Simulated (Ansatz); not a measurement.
# Compressing CaAu5: a fit and a missing row

CaAu5, F-43m, a = 7.720 Å. The structure is a COD entry; whether it is the stable form wasn't checked. Ansatz: PBEsol, PAW, 420 eV, Γ-centred 8×8×8 mesh on 6 atoms, Gaussian smearing 0.10 eV; no spin polarisation. Shape and atoms are relaxed at each volume; pressure is positive in compression.

```
V (Å³/atom) P (GPa)
     18.021     8.98
     18.597        ?
     19.172    -0.05
     19.747    -3.41
     20.322    -6.16
```

Q: Take V0 = 19.172 Å³/atom, count pressures from its P0 = -0.05 GPa, fit the third-order Birch–Murnaghan form to the other rows, and predict the missing pressure.

A: With the Eulerian strain f = ½[(V0/V)^(2/3) − 1] and y = (P − P0)/[3f(1 + 2f)^(5/2)], the form is the line y = B0 + 1.5 B0 (B0′ − 4) f. Rows (f, y): 0.02107, 128.9; -0.00975, 120.7; -0.01905, 117.8. Means f = -0.002577, y = 122.47; Σ(Δf)² = 0.0008820, ΣΔfΔy = 0.2417; the slope is their ratio. y = 123.2 + 274.0 f GPa, so B0 = 123.2 GPa and B0′ = 4 + 2 × (274.0)/(3 × 123.2) = 5.48. At V = 18.597, f = 0.01025, y = 126.01 and P = 4.03 GPa. The run gave 4.04 GPa, so the fit is 0.01 GPa too low, within twice the rms miss on the fitted rows (0.007 GPa).

Spin–orbit coupling is left out, which can shift energies with elements as heavy as these.

Cost: 5 runs of about 5.1 core-minutes in all, on Arm Neoverse V1 (shared hosts).